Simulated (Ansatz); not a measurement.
**Energy against total moment in MnO$_{2}$**

MnO$_{2}$ is taken as a measured crystal structure (space group P4_2/mnm), 6 atoms in the cell. The computed pressure is over 10 GPa in size, so the cell is far from the computed equilibrium volume (the chosen U may not suit it). Source: COD entry 1514110; it may be a high-temperature, high-pressure or metastable form.

```
CELL_PARAMETERS angstrom
4.40000 0.00000 0.00000
0.00000 4.40000 0.00000
0.00000 0.00000 2.87000
ATOMIC_POSITIONS crystal
Mn 0.00000 0.00000 0.00000
Mn 0.50000 0.50000 0.50000
O 0.30300 0.30300 0.00000
O 0.19700 0.80300 0.50000
O 0.69700 0.69700 0.00000
O 0.80300 0.19700 0.50000
```

Site labels below count the atoms in this order, from 1.

Computed with DFT, PBE+U, PAW, plane waves, scalar-relativistic in Ansatz development build ahead of 0.2.0.

- Hubbard term (Dudarev form): U − J = 5.9 eV on Mn d, on Löwdin-orthonormalised all-electron atomic orbitals
- Plane-wave cutoff: 420 eV
- k-point mesh: 5×5×8 (Γ-centred)
- Occupations: Gaussian smearing, 0.05 eV

The total moment includes the space between the atomic spheres.

A static U favours moments and orbital order; the result depends on U and need not be the measured state.

For a metal this mesh leaves errors of several meV/atom.

The total moment of the cell is held fixed (separate Fermi levels for the two spins), shared at the start among the Mn atoms with one sign; no search for lower states follows. F is the free energy per cell, and F(lowest) that of the lowest run, the runs with a free moment included. Each row is one local solution, which need not be the lowest state at that M. The run at M = 0 starts without moments and gives the spin-unpolarised solution; a state with cancelling moments wasn't tried, and may lie lower. The program warns that the SCF threshold is loose for stress, so pressures can be off by 0.1 GPa or more.

The run at M = 6.00 μB took 5.5 s on 2 threads of Arm Neoverse V1 (shared host), peak memory 0.42 GiB.

```json
{"fixed M (μB/cell)": "0.00", "F − F(lowest) (meV/cell)": "5571", "moments of Mn1 Mn2 O3 O4 O5 O6 (μB)": "0.00 0.00 0.00 0.00 0.00 0.00", "absolute moment (μB)": "0.00", "pressure (GPa)": "4.5"}
{"fixed M (μB/cell)": "2.00", "F − F(lowest) (meV/cell)": "2816", "moments of Mn1 Mn2 O3 O4 O5 O6 (μB)": "1.56 1.56 -0.39 -0.39 -0.39 -0.39", "absolute moment (μB)": "5.46", "pressure (GPa)": "16.0"}
{"fixed M (μB/cell)": "4.00", "F − F(lowest) (meV/cell)": "2086", "moments of Mn1 Mn2 O3 O4 O5 O6 (μB)": "2.06 2.06 -0.19 -0.19 -0.19 -0.19", "absolute moment (μB)": "5.64", "pressure (GPa)": "11.1"}
{"fixed M (μB/cell)": "6.00", "F − F(lowest) (meV/cell)": "2", "moments of Mn1 Mn2 O3 O4 O5 O6 (μB)": "2.86 2.86 -0.16 -0.16 -0.16 -0.16", "absolute moment (μB)": "7.43", "pressure (GPa)": "16.0"}
{"fixed M (μB/cell)": "8.00", "F − F(lowest) (meV/cell)": "1212", "moments of Mn1 Mn2 O3 O4 O5 O6 (μB)": "3.16 3.16 0.12 0.12 0.12 0.12", "absolute moment (μB)": "8.54", "pressure (GPa)": "34.7"}
{"fixed M (μB/cell)": "10.00", "F − F(lowest) (meV/cell)": "3882", "moments of Mn1 Mn2 O3 O4 O5 O6 (μB)": "3.43 3.43 0.40 0.40 0.40 0.40", "absolute moment (μB)": "10.04", "pressure (GPa)": "58.7"}
{"fixed M (μB/cell)": "12.00", "F − F(lowest) (meV/cell)": "7594", "moments of Mn1 Mn2 O3 O4 O5 O6 (μB)": "3.67 3.67 0.70 0.70 0.70 0.70", "absolute moment (μB)": "12.00", "pressure (GPa)": "84.5"}
```

The lowest fixed-moment run is the one at M = 6.00 μB (2 meV). With the constraint released: “parallel moments scaled by 0.1, free total moment [Mn1 0.45, Mn2 0.45 μB]” ends at 6.05 μB, 0 meV; “parallel moments, free total moment [Mn1 4.50, Mn2 4.50 μB]” ends at 6.05 μB, 0 meV. No free run was started from opposed moments. At M = 2.00 μB the absolute moment far exceeds M, as opposite spins partly cancel within or between atoms, so the M = 0 row needn't join the others.
